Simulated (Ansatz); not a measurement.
# Field gradients of Si3N4 from run to run

Cell of run 1: a structure deposited in the COD.

Space group P6_3/m (No. 176); a = 7.6140, c = 2.9123 Å, γ = 120.00°.

| site | Wyckoff | site symmetry | x | y | z |
| --- | --- | --- | --- | --- | --- |
| Si | 6h | m.. | 0.1799 | 0.7733 | 0.2500 |
| N7 | 2c | -6.. | 0.3333 | 0.6667 | 0.2500 |
| N9 | 6h | m.. | 0.3356 | 0.0330 | 0.2500 |

One atom of each set is listed.

Relaxed positions (PBE, cell held):

Si (0.1740, 0.7679, 0.2500)
N7 (0.3333, 0.6667, 0.2500)
N9 (0.3298, 0.0299, 0.2500)

All runs are DFT with Ansatz 0.2.0 (plane waves and PAW, scalar-relativistic unless spin–orbit coupling is named, Γ-centred meshes, Fermi–Dirac smearing where given) in this cell.

Run 1: PBE, atoms as given; 420 eV, 4×4×9 k-points, smearing 0.02 eV.
Run 2: PBE, atoms relaxed; 420 eV, 4×4×9 k-points, smearing 0.02 eV.
Run 3: r2SCAN, at the relaxed atoms; 500 eV, 4×4×9 k-points, smearing 0.02 eV.

```csv
run,Si V_zz (η),N7 V_zz (η),N9 V_zz (η)
1,-0.95 (0.18),-4.85 (0.00),-5.03 (0.05)
2,0.98 (0.42),-4.92 (0.00),-4.98 (0.08)
3,?,?,?
```

V_zz in 10²¹ V/m².

Question: Estimate the row of run 3.

Answer: Si: 0.98 (0.40); N7: -5.00 (0.00); N9: -4.97 (0.08). It lies nearest to run 2, from whose tensors on these sites it differs by 0.07 at most (largest principal value of the difference, on N7). Taken one at a time, the positions of the atoms (as given or relaxed) move the tensors on these sites by up to 0.79 (largest principal value of the change, on Si), the functional (r2SCAN with its higher cutoff) by 0.07 (N7). On some sites the largest principal value moves to another axis from run to run, and the sign of V_zz can flip with it.

In run 1 the atoms aren't at the calculated equilibrium (largest force 0.54 eV/Å).
